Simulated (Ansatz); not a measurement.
SiGe (CsCl type, space group No. 221) at seven volumes, DFT-r²SCAN in the program Ansatz with PAW potentials, scaled uniformly. One row is withheld.

| V (Å³/atom) | P (GPa) |
|---|---|
| 15.125 | ? |
| 15.623 | 5.62 |
| 16.122 | 2.61 |
| 16.621 | 0.00 |
| 17.119 | -2.18 |
| 17.618 | -3.93 |
| 18.116 | -5.35 |

Fit the shown pressures and predict the withheld one.

P = (3/2)B₀(x^(7/2) − x^(5/2))[1 + (3/4)(B′ − 4)(x − 1)] with x = (V₀/V)^(2/3). Least squares on the six rows gives V₀ = 16.619 Å³/atom, B₀ = 77.9 GPa, B′ = 5.17. At V = 15.125, x = 1.0648 and P = 9.36 GPa. The run itself gave 9.13 GPa.

Space group Pm-3m (CsCl type). A made-up cell: these elements were put on the sites of a structure type; neither database checked (COD, Materials Project) lists it. Whether it is the stable phase at ambient conditions was not checked. The r²SCAN relaxation kept the symmetry of its start; its stability against distortions is not shown here.

Potentials: the later of the program's two PAW sets.
